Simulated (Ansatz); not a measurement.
**Pb2Au: do energies and stresses tell the same story?**

Method: Ansatz, DFT PBEsol, scalar-relativistic, plane waves, PAW.

Cutoff 420 eV; k points 8×8×8 on the computed 6-atom cell (Γ-centred); Gaussian smearing, width 0.10 eV; no spin polarisation.

Relaxed cell: I4/mcm, a = 7.327 Å, b = 7.327 Å, c = 5.666 Å, α = 90.00°, β = 90.00°, γ = 90.00°, 6 atoms in the primitive cell. Whether it is the stable form of this composition wasn't checked.

Energies at zero smearing and pressures from the stress tensor, at volumes with shape and atoms relaxed:
```
V (Å³/atom) E − E(first) (meV/atom) P (GPa)
     22.305                     0.00    12.23
     23.065                   -48.33     8.28
     23.826                   -79.48     4.99
     24.586                   -96.38     2.25
     25.347                  -101.47     0.00
     26.107                   -96.79    -1.88
     26.867                   -84.00    -3.41
     27.881                   -56.85    -5.07
```

Problem. Check P = −dE/dV between neighbouring volumes, and get the bulk modulus from the pressures alone.

Solution. With 1 eV/Å³ = 160.2 GPa:
| middle V (Å³/atom) | −ΔE/ΔV (GPa) | mean P (GPa) |
| --- | --- | --- |
| 22.685 | 10.184 | 10.252 |
| 23.446 | 6.563 | 6.634 |
| 24.206 | 3.560 | 3.621 |
| 24.966 | 1.072 | 1.125 |
| 25.727 | -0.986 | -0.940 |
| 26.487 | -2.693 | -2.644 |
| 27.374 | -4.290 | -4.240 |

The two differ by 0.07 GPa at most. The mean of two end pressures misses the average over a step by about ΔV² P″/12, up to 0.06 GPa here; with that taken off 0.03 GPa remains, from the smearing term (the stress is the derivative of the free energy), the finite cutoff, the mesh or the relaxation's tolerance. Around V = 25.347 Å³/atom, the two neighbours give B = −V ΔP/ΔV = 25.347 × 4.13 / 1.521 = 68.8 GPa, against B0 = 68.5 GPa from the Birch–Murnaghan fit of the energies.

Spin–orbit coupling is left out, which can shift energies with elements as heavy as these.

Cost: 9 runs of about 23 core-minutes in all, on Arm Neoverse V1 (shared hosts).